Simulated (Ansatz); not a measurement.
A geometry of Hf away from equilibrium: the start of the relaxation of a relaxed Hf cell deformed by the Cartesian strain tensor (xx, yy, zz, yz, xz, xy) = (0.054, -0.006, 0.066, 0.117, 0.044, 0.043). The numbers are results of r2SCAN (plane waves to 500 eV, PAW, scalar-relativistic; Ansatz, a program for electronic structure), not measurements. Γ-centred k-mesh 11×12×6 on the run's cell (coarser than for final values), Fermi–Dirac smearing 0.05 eV.

```xyz
2
Lattice="3.3705 0.1359 0.1391 -1.5676 2.6848 0.2559 0.2196 0.5931 5.3806" Properties=species:S:1:pos:R:3 pbc="T T T"
Hf     0.2431     2.2800     4.2524
Hf     1.7794     1.1338     1.5232
```

Task: What forces act on the atoms (eV/Å)?

Result: 
| atom | Fx | Fy | Fz |
|---|---|---|---|
| Hf1 | 0.13 | -0.36 | 0.39 |
| Hf2 | -0.13 | 0.36 | -0.39 |

Task: What is the pressure?

Result: -8.3 GPa, compression positive.

Task: How much energy per atom can still be gained by relaxing?

Result: 0.29 eV/atom; the path ends in P6₃/mmc (No. 194) (hcp (Mg type)).

No spin polarisation in the result.

The run could not lose the symmetry of its start.
